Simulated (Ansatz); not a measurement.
Infrared lines of transverse zone-centre modes from the program Ansatz at the r²SCAN level (PAW):

```json
[
 {"ω (cm⁻¹)": "167", "relative intensity": "18"},
 {"ω (cm⁻¹)": "176", "relative intensity": "17"},
 {"ω (cm⁻¹)": "305", "relative intensity": "3.3"},
 {"ω (cm⁻¹)": "358", "relative intensity": "100"},
 {"ω (cm⁻¹)": "472", "relative intensity": "15"},
 {"ω (cm⁻¹)": "552", "relative intensity": "57"}
]
```

Which of these materials gives this?
A) GaSb, zinc blende
B) BaTiO3, P4mm (Ti on 1b, Ba on 1a, O on 1b, O on 2c)
C) TiB2, P6/mmm (Ti on 1a, B on 2d)
D) ZnSe, zinc blende

B, BaTiO3, P4mm (Ti on 1b, Ba on 1a, O on 1b, O on 2c)

Symmetry was held in the r²SCAN relaxation. At this level the phase is dynamically unstable (imaginary phonons). No spin polarisation was allowed. Spin–orbit coupling is left out wherever it is not named.

Potentials: the later of the program's two PAW sets.
